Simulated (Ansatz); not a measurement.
Be3Al:
```cif
data_AlBe3
_chemical_formula_sum 'Be3 Al1'
_space_group_name_H-M_alt 'Pm-3m'
_space_group_IT_number 221
_space_group_name_Hall '-P 4 2 3'
_cell_length_a 3.46686
_cell_length_b 3.46686
_cell_length_c 3.46686
_cell_angle_alpha 90.000
_cell_angle_beta 90.000
_cell_angle_gamma 90.000
loop_
_atom_site_label
_atom_site_type_symbol
_atom_site_symmetry_multiplicity
_atom_site_Wyckoff_symbol
_atom_site_fract_x
_atom_site_fract_y
_atom_site_fract_z
_atom_site_occupancy
Be1 Be 3 c 0.00000 0.50000 0.50000 1
Al1 Al 1 a 0.00000 0.00000 0.00000 1
```

Relaxed with PBEsol.

Problem. Decompose the optical modes at the zone centre into irreducible representations, and say which are infrared and Raman allowed.

Solution. Point group m-3m: Γ_opt = 2T1u + T2u. Infrared: T1u. Raman: none.

Problem. Assign frequencies (DFPT, PBEsol (plane waves, PAW; program Ansatz)).

Solution. T1u 251, T2u 453, T1u 458 cm⁻¹.

The cell is a constructed one: a structure type filled with these elements; neither database checked (COD, Materials Project) lists it. Whether it is the stable phase at ambient conditions was not checked. The cell was relaxed with PBEsol under the symmetry of its start; whether a distortion lowers the energy is not shown. As this level gives no gap, phonon frequencies hold no LO–TO term and depend on the k-mesh and smearing (Fermi–Dirac, 0.1 eV here).

Potentials: the earlier of the program's two PAW sets. The files were generated under PBE; for other functionals the program regenerates the frozen cores, and for LDA and PBEsol the local potential too.
